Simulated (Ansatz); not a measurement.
SiC:
```yaml
crystal:
  lattice:
    - [3.06567, 0.00000, 0.00000]
    - [-1.53284, 2.65495, 0.00000]
    - [0.00000, 0.00000, 7.03113]
  atoms:
    - { symbol: Si, position: [0.00000, 0.50000, 0.33333] }
    - { symbol: Si, position: [0.50000, 0.50000, 0.66667] }
    - { symbol: Si, position: [0.50000, 0.00000, 0.00000] }
    - { symbol: C, position: [0.00000, 0.50000, 0.83333] }
    - { symbol: C, position: [0.50000, 0.50000, 0.16667] }
    - { symbol: C, position: [0.50000, 0.00000, 0.50000] }
```

Tensor components refer to the Cartesian frame of this cell.

**Question.** Give the proper piezoelectric stress tensor with relaxed ions from PBEsol in the plane-wave PAW code Ansatz.

**Answer.** In C/m², rows x, y, z, Voigt columns; mesh uncertainty up to 0.00.
```
 0.00   0.00   0.00  -0.61   0.00   0.00
 0.00   0.00   0.00   0.00   0.61   0.00
 0.00   0.00   0.00   0.00   0.00   0.00
```

The elastic tensor of the same run (GPa):

```
      1     2    3    4    5    6
-  ----  ----  ---  ---  ---  ---
1   453  91.0  105  0.0  0.0  0.0
2  91.0   453  105  0.0  0.0  0.0
3   105   105  607  0.0  0.0  0.0
4   0.0   0.0  0.0  201  0.0  0.0
5   0.0   0.0  0.0  0.0  201  0.0
6   0.0   0.0  0.0  0.0  0.0  181
```

**Question.** Convert to strain constants d = e·S.

**Answer.** In pC/N:
```
 0.0   0.0   0.0  -3.0   0.0   0.0
 0.0   0.0   0.0   0.0   3.0   0.0
 0.0   0.0   0.0   0.0   0.0   0.0
```

Space group P6_422. The start of the workflow was typed in or built on a structure type; neither database checked (COD, Materials Project) lists it. It is not the phase usual at ambient conditions (space group No. 186, 216). The cell was relaxed with PBEsol under the symmetry of its start; phonons on a q-mesh show no instability. Its formation energy is positive at this level, so the cell may be metastable or incomplete.

Potentials: the later of the program's two PAW sets.
